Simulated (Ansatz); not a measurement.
SbTePd: reading a single point

```xyz
12
Lattice="6.5873 0.0000 0.0000 0.0000 6.5873 0.0000 0.0000 0.0000 6.5873" Properties=species:S:1:pos:R:3 pbc="T T T"
Pd    6.5742    6.5742    6.5742
Pd    3.3067    0.0130    3.2806
Pd    3.2806    3.3067    0.0130
Pd    0.0130    3.2806    3.3067
Sb    4.1308    4.1308    4.1308
Sb    5.7501    2.4565    0.8372
Sb    0.8372    5.7501    2.4565
Sb    2.4565    0.8372    5.7501
Te    2.4556    2.4556    2.4556
Te    0.8380    4.1317    5.7492
Te    5.7492    0.8380    4.1317
Te    4.1317    5.7492    0.8380
```

Single point in Ansatz 0.2.0 with PBE, no spin polarisation. Cutoff 420 eV, PAW datasets, 5×5×5 Γ-centred k mesh, fermi-dirac filling (width 0.1 eV).

Task: What do density and ELF say about some of the short contacts?

Result: Pd–Te at 2.71 Å: least valence density 0.40 e/Å³ and ELF 0.34 there. Pd–Sb at 2.74 Å: least valence density 0.38 e/Å³ and ELF 0.44 there. Sb–Te at 2.90 Å: least valence density 0.37 e/Å³ and ELF 0.65 there. These are pseudo-fields; inside the PAW spheres they differ from the all-electron ones.

Task: Where is the largest force?

Result: The largest is on Pd1 (and as large on other atoms): 0.43 eV/Å, components (0.25, 0.25, 0.25). It makes 121° with the line to a nearest neighbour, Te10 at 2.71 Å.

Task: Is it stable against the elements?

Result: -0.35 eV an atom against the elements' usual phases (free molecules for gases, crystals otherwise, with no correction for O₂ or N₂), so it is bound against them; other compounds may still compete. Relaxing would lower it.

Task: Which element gives electrons and which takes them?

Result: Bader charges in e: Sb +0.43, Te -0.04, Pd -0.38. In the mean Sb gives up most and Pd takes most.

Task: Is there a gap?

Result: It is a metal, with about 5.5 states/eV a cell as the mean within 0.25 eV of the Fermi level, mostly Te p (32 %), Sb p (30 %) and Pd d (26 %).

Origin: a database entry at a rescaled volume.
